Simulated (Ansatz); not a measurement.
Method: Ansatz 0.2.0, DFT PBE, scalar-relativistic, plane waves, PAW. Settings: cutoff 420 eV, Γ-centred meshes spaced at most about 0.3 Å⁻¹, and about 0.25 Å⁻¹ or finer for metals (2π included), Gaussian smearing. No spin polarisation in the final relaxations.

All energies are static (0 K, no zero-point motion). All come from trial cells, and lower structures may exist.

Question: Order these relaxed structures of Ti₂W₃ by energy, lowest first, with the energy over the lowest of them.
A.

```
Ti W
1.0
    -1.59196    1.59196    7.94162
     1.59196   -1.59196    7.94162
     1.59196    1.59196   -7.94162
Ti W
2 3
Direct
  0.90105 0.90105 0.00000
  0.09895 0.09895 0.00000
  0.70343 0.70343 0.00000
  0.29657 0.29657 0.00000
  0.50000 0.50000 0.00000
```

B.

```
Ti W
1.0
    -1.59156    1.59156    8.06450
     1.59156   -1.59156    8.06450
     1.59156    1.59156   -8.06450
Ti W
2 3
Cartesian
  0.0000 0.0000 3.1258
  0.0000 0.0000 13.0032
  0.0000 0.0000 0.0000
  0.0000 0.0000 9.6553
  0.0000 0.0000 6.4737
```

Answer: B (0 meV/atom), A (13 meV/atom). Forms: B Ti and W ordered on bcc sites, I4/mmm; A Ti and W ordered on bcc sites, I4/mmm. Counting all near atoms (those within 1.25 times the shortest distance at each site; a plus sign parts nearer from farther groups): B has Ti 14, W 8+6; A has Ti 8+6, W 8+6.

For metals, differences of a few meV/atom aren't resolved. These runs have no spin–orbit coupling, which can matter for W. Cells relaxed within their symmetry can be saddle points. Some structure types and database cells were kept out of the candidates from the start, so a known form may be missing.
